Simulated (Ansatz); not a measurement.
Lu$_{3}$InN (anti-perovskite)

```
CELL_PARAMETERS angstrom
      4.61819     0.00000     0.00000
      0.00000     4.61819     0.00000
      0.00000     0.00000     4.61819
ATOMIC_POSITIONS crystal
  Lu 0.50000 0.50000 0.00000
  Lu 0.00000 0.50000 0.50000
  Lu 0.50000 0.00000 0.50000
  In 0.00000 0.00000 0.00000
  N  0.50000 0.50000 0.50000
```

This relaxed cell (volume V₀) is scaled evenly in all directions, its shape held. Symmetry pins the atoms to their sites.

Calculation: PBEsol (plane waves to 420 eV, PAW, scalar-relativistic; Ansatz, a quantum-chemistry and plane-wave program). k mesh 10×10×10 (Γ-centred), Fermi-Dirac smearing 0.05 eV. Energies are smeared free energies. Stress and pressure are positive under compression. Lu3InN is run without spin polarisation. Lu3InN was relaxed with its symmetry unable to fall. The zero of ΔE is the relaxed starting cell. The last digit holds for this mesh only.

```csv
V (Å³/atom),ΔE (meV/atom)
16.547,withheld
17.073,146.0
17.598,88.7
18.123,47.4
18.648,20.1
19.174,4.8
19.699,0.0
20.224,4.4
20.750,16.7
21.275,35.9
21.800,61.2
22.326,91.7
22.851,126.7
```

Task: Fit a third-order Birch-Murnaghan form (E₀, V₀, B₀, B₀′ free) to the given rows and predict ΔE at V = 16.547.

Result: Least squares on the 12 given rows: ΔE = E₀ + (9V₀B₀/16)·y²·[2 + (B₀′ − 4)y], y = (V₀/V)^(2/3) − 1, with V₀ = 19.698 Å³/atom, B₀ = 104.3 GPa (160.2 GPa = 1 eV/Å³; the term in eV is multiplied by 1000), B₀′ = 4.22, E₀ = 0.03 meV/atom; root-mean-square residual 0.05 meV/atom. At 16.547 the fit gives 222.1 meV/atom; the calculation gives 221.8 meV/atom, so the extrapolation is off by 0.3 (+0.1 %). For the pressure the fit gives 26.3 GPa against the computed 26.2 GPa.

(Under strain, the slope of the energy per volume gives the stress and its curvature an elastic modulus.)
